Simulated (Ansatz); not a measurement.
Relaxed-ion elastic tensor of KF (rock salt, Fm-3m) in GPa (Voigt order), the program Ansatz at the LDA level (PAW); density 2.80 g/cm³, 17.20 Å³ per atom.

```
96.3  17.4  17.4   0.0   0.0   0.0
17.4  96.3  17.4   0.0   0.0   0.0
17.4  17.4  96.3   0.0   0.0   0.0
 0.0   0.0   0.0  13.6   0.0   0.0
 0.0   0.0   0.0   0.0  13.6   0.0
 0.0   0.0   0.0   0.0   0.0  13.6
```

Q: Is the crystal mechanically stable?

A: Yes: the smallest eigenvalue of C is 13.6 GPa.

Q: Work out the Voigt, Reuss and Hill averages.

A: K_V = 43.7, K_R = 43.7, K_H = 43.7; G_V = 23.9, G_R = 18.4, G_H = 21.2 GPa.

Q: Give Young's modulus, Poisson's ratio, Pugh's ratio and the universal anisotropy index.

A: E = 9KG/(3K + G) = 54.7 GPa; ν = 0.29; K/G = 2.07 (ductile by the Pugh limit of 1.75); A_U = 5G_V/G_R + K_V/K_R − 6 = 1.50.

Q: Estimate the sound speeds and the Debye temperature.

A: v_l = √((K + 4G/3)/ρ) = 5060 m/s, v_t = √(G/ρ) = 2750 m/s, mean 3060 m/s; Θ = (h/k)(3n/4πV)^(1/3) v_m = 353 K.

Q: Give the Zener ratio and Young's modulus along [100], [110] and [111].

A: A = 2C44/(C11 − C12) = 0.34; 1/E = S11 − 2(S11 − S12 − S44/2)Γ with Γ = 0, 1/4, 1/3 gives 91.0, 43.3, 36.9 GPa.

Q: Solve the Christoffel equation for the three sound speeds along [100], [110], [111].

A: Eigenvalues of C_ijkl n_j n_l equal ρv². In km/s, slowest first: [100] 2.20, 2.20, 5.86; [110] 2.20, 3.75, 5.01; [111] 3.32, 3.32, 4.69.

The cell was relaxed with LDA under the symmetry of its start.

Potentials: the earlier of the program's two PAW sets. The files were generated under PBE; for other functionals the program regenerates the frozen cores, and for LDA and PBEsol the local potential too.
